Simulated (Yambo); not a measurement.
Yambo run on ZnO (wurtzite, space group P6_3mc, No. 186). The wavefunctions come from this Quantum ESPRESSO step (LDA, PseudoDojo standard norm-conserving files, scalar-relativistic):

```
&CONTROL
  calculation = 'nscf'
  pseudo_dir = './pseudo'
  outdir = './out'
/
&SYSTEM
  ibrav = 0
  nat = 4
  ntyp = 2
  ecutwfc = 84.0
  ecutrho = 336.0
  occupations = 'fixed'
  force_symmorphic = .true.
  nbnd = 126
/
&ELECTRONS
  conv_thr = 4e-09
  diago_full_acc = .true.
  diago_thr_init = 1e-08
/
ATOMIC_SPECIES
O 15.9990 O.upf
Zn 65.3800 Zn.upf
CELL_PARAMETERS angstrom
  3.184470427392   0.000000000000   0.000000000000
 -1.592235213696   2.757832287722   0.000000000000
  0.000000000000   0.000000000000   5.145918557000
ATOMIC_POSITIONS crystal
O   0.666666667000   0.333333333000   0.879436509400
O   0.333333333667   0.666666666333   0.379436509400
Zn   0.666666667000   0.333333333000   0.500873490600
Zn   0.333333333667   0.666666666333   0.000873490600
K_POINTS automatic
6 6 4 0 0 0
```

Yambo input:

```
rim_cut
gw0
dyson
el_el_corr
HF_and_locXC
ppa
em1d
RandQpts= 1000000
RandGvec= 1 Ry
EXXRLvcs= 84 Ry
VXCRLvcs= 336 Ry
Chimod= "HARTREE"
% BndsRnXp
 9 | 125 |
%
NGsBlkXp= 10 Ry
% LongDrXp
 1.0 | 1.0 | 1.0 |
%
PPAPntXp= 27.2114 eV
% GbndRnge
 1 | 125 |
%
GTermKind= "BG"
DysSolver= "n"
ExtendOut
% QPkrange
 1 | 1 | 26 | 27 |
 3 | 3 | 26 | 27 |
 12 | 12 | 26 | 27 |
 19 | 19 | 26 | 27 |
 21 | 21 | 26 | 27 |
%
```

k points by index: 1 = Γ, 3 = A, 12 = L, 19 = K, 21 = H.

Resulting energies as the program prints them:

```
#    K-point    Band    Eo [eV]    E [eV]    E-Eo [eV]    Vxc [eV]    Vnlxc [eV]    Sc|Eo [eV]    Sc|E [eV]    dSc/dw|Eo [eV]    Re(Z)    Im(Z)
#
    1    26    0.000000    -1.031718    -1.031718    -25.23091    -31.21211    4.671059    4.949481    -7.342517    0.787504    -0.001162
    1    27    0.870570    1.552766    0.682196    -13.46120    -9.407817    -3.233943    -3.371188    -5.473891    0.832526    -0.942050E-3
    3    26    -0.424345    -1.498535    -1.074190    -24.66213    -30.78780    4.760610    5.051481    -7.367506    0.786935    -0.001177
    3    27    3.545092    4.459895    0.914804    -15.22303    -10.60695    -3.500155    -3.701274    -5.981888    0.819785    -0.001019
    12    26    -1.487880    -2.652844    -1.164964    -23.57741    -29.94430    4.883607    5.201923    -7.434421    0.785414    -0.001233
    12    27    5.709760    6.651939    0.942179    -13.02632    -7.763383    -4.136273    -4.320762    -5.327695    0.836266    -0.001045
    19    26    -1.867829    -3.104015    -1.236187    -23.16167    -29.62450    4.892112    5.226641    -7.362961    0.787038    -0.001249
    19    27    7.511177    8.363093    0.851916    -12.30475    -7.135697    -4.155232    -4.317136    -5.170754    0.840319    -0.001104
    21    26    -1.363282    -2.472334    -1.109052    -23.25596    -29.50170    4.832463    5.136696    -7.463697    0.784751    -0.001227
    21    27    7.955677    8.958363    1.002686    -14.38594    -8.900530    -4.257961    -4.482725    -6.094951    0.816963    -0.005709
```
(The two width columns are left out.) Convergence of these settings isn't established.

Geometry relaxed with LDA.
